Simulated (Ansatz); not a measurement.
Recipe of this trial structure of ZnRuC4N4: two interpenetrating cyanide-bridged diamond nets (P-43m, No. 215). Lengths were set from tabulated atomic sizes, so they are only a guess.

```
CELL_PARAMETERS angstrom
5.85837 0.00000 0.00000
0.00000 5.85837 0.00000
0.00000 0.00000 5.85837
ATOMIC_POSITIONS crystal
Zn 0.50000 0.50000 0.50000
Ru 0.00000 0.00000 0.00000
C 0.18685 0.18685 0.18685
C 0.18685 0.81315 0.81315
C 0.81315 0.18685 0.81315
C 0.81315 0.81315 0.18685
N 0.30216 0.30216 0.30216
N 0.30216 0.69784 0.69784
N 0.69784 0.30216 0.69784
N 0.69784 0.69784 0.30216
```

Method: DFT PBE, scalar-relativistic, plane waves, PAW in Ansatz. Cutoff 420 eV, Gaussian smearing, Γ-centred meshes. Cell and atoms relax first on a coarse mesh and then on a finer one. In between, the cell is made exact in the group found at 0.06 Å. In metals the finer mesh still leaves noise of several meV/atom or more. The steps can't lower the symmetry of their start. Collinear spin, starting moments Ru 1.0 μB.

A guess keeps its type if space group and coordination stay and the shape of the cell changes little (axis ratios within about 15 %, angles within 6°); the volume may change.

Task: Does it keep its structure type, or change into something else?

Result: It keeps its type. The symmetry stays P-43m (No. 215). The volume per atom grows by 1.8 %, from 20.1 to 20.5 Å³. The shortest distance stays 1.17 Å (C–N). Counting neighbours within 15 % of an atom's shortest distance, the start has C 1, N 1, Ru 4, Zn 4 and the end C 1, N 1, Ru 4, Zn 4.

The last run used collinear spin, a 6×6×6 mesh for its 10-atom cell and Gaussian smearing of 0.10 eV. The magnetic state reached may not be the lowest. A structure relaxed within its symmetry needn't be a true minimum.
